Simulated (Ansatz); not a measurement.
Take a crystal in which Ag has been replaced by Cu on all its sites, with the cell rescaled by a rough guess (in some cases also distorted within its space group) and nothing relaxed:

```cif
data_structure
_symmetry_space_group_name_H-M 'P 1'
_symmetry_Int_Tables_number 1
_cell_length_a 2.7847
_cell_length_b 2.7847
_cell_length_c 2.7847
_cell_angle_alpha 60.000
_cell_angle_beta 60.000
_cell_angle_gamma 60.000
_cell_volume 15.27
loop_
_atom_site_label
_atom_site_type_symbol
_atom_site_fract_x
_atom_site_fract_y
_atom_site_fract_z
_atom_site_occupancy
Cu1 Cu 0.00000 0.00000 0.00000 1
```

The calculation used DFT PBEsol, scalar-relativistic, plane waves, PAW (Ansatz).

Cutoff 420 eV; k points 18×18×18 on the computed 1-atom cell (Γ-centred); Gaussian smearing, width 0.10 eV; no spin polarisation.

Q: Will this cell want to expand or contract, and how hard?

A: The pressure is -23.7 GPa (positive in compression), so the cell would contract.

Q: Is it a metal on this mesh?

A: Yes, a band crosses the Fermi level.